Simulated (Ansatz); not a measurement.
HfSi (CsCl type, Pm-3m) under volume change, DFT-PBE in the program Ansatz with PAW potentials, scaled uniformly.

```
V (Å³/atom)  E − E(relaxed) (meV/atom)  P (GPa)
-----------  -------------------------  -------
16.203                            64.2    13.98
16.737                            26.9     8.56
17.271                             6.3     3.90
17.806                             0.0     0.00
18.340                             5.8    -3.42
18.874                            22.4    -6.49
19.408                            48.6    -9.13
```

Problem. What does a third-order Birch–Murnaghan fit give for V₀, B₀ and B′?

Solution. V₀ = 17.80 Å³/atom, B₀ = 124 GPa, B′ = 3.8.

The cell is a constructed one: a structure type filled with these elements; neither database checked (COD, Materials Project) lists it. COD files the formula under space group No. 62, so this cell is another polymorph or a model. Its standing as an ambient phase is unchecked. Symmetry was held in the PBE relaxation; whether a distortion lowers the energy is not shown. No spin polarisation was allowed. Scalar-relativistic: spin–orbit coupling is off unless named, which matters more the heavier the elements.

Potentials: the later of the program's two PAW sets.
